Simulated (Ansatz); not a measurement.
Values for one crystal, relaxed and computed with plane-wave PAW PBE (Ansatz code); other levels are named.

| Property | Value |
|---|---|
| Volume per atom | 14.54 Å³ |
| Electronic character | metallic (no gap) |
| Bulk modulus (Birch–Murnaghan fit) | 190 GPa |
| Formation energy from the elements (no fitted shifts) | -1.10 eV/atom |
| Pressure derivative B′ | 4.6 |
| Density of states at the Fermi level | 0.15 states/eV per atom (mean over ±0.08 eV) |

Question: Which of these materials gives this?
(A) Mg3TiNO3, P4/mmm (Pearson symbol tP8)
(B) SiC2N4, Imma (Pearson symbol oI28)
(C) Mn3SiN, anti-perovskite
(D) La2WN4, I4/mmm (W on 2a, La on 4e, N on 4c, N on 4e)

Answer: D, La2WN4, I4/mmm (W on 2a, La on 4e, N on 4c, N on 4e)

The start of the workflow was typed in or built on a structure type; neither database checked (COD, Materials Project) lists it. Its standing as an ambient phase is unchecked. The PBE relaxation kept the symmetry of its start; its stability against distortions is not shown here. The workflow began spin-polarised and lost its moments. The cell computed holds one magnetic atom, so no antiferromagnetic order was within reach. The references are the lowest solids computed at this level, not always the standard phases (solids in place of the gases). Scalar-relativistic: spin–orbit coupling is off unless named, which matters more the heavier the elements.

Potentials: the earlier of the program's two PAW sets.
